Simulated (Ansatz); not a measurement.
TaSiB in space group Cmcm (No. 63; Si on 4c, B on 4c, Ta on 4c) under volume change, PBEsol (plane waves, PAW; program Ansatz), shape and atoms relaxed at each volume.

```
V (Å³/atom)  E − E(relaxed) (meV/atom)  P (GPa)
-----------  -------------------------  -------
10.476                            84.0    28.23
10.821                            35.3    17.29
11.167                             8.4     7.96
11.512                             0.0     0.00
11.857                             7.5    -6.77
12.203                            28.4   -12.52
12.548                            60.8   -17.37
```

Task: What does a third-order Birch–Murnaghan fit give for V₀, B₀ and B′?

Result: V₀ = 11.51 Å³/atom, B₀ = 244 GPa, B′ = 4.4.

The start of the workflow was typed in or built on a structure type; neither database checked (COD, Materials Project) lists it. Its standing as an ambient phase is unchecked. Symmetry was held in the PBEsol relaxation; whether a distortion lowers the energy is not shown. The run is not spin-polarised. Scalar-relativistic: spin–orbit coupling is off unless named, which matters more the heavier the elements.

Potentials: the earlier of the program's two PAW sets. The files were generated under PBE; for other functionals the program regenerates the frozen cores, and for LDA and PBEsol the local potential too.
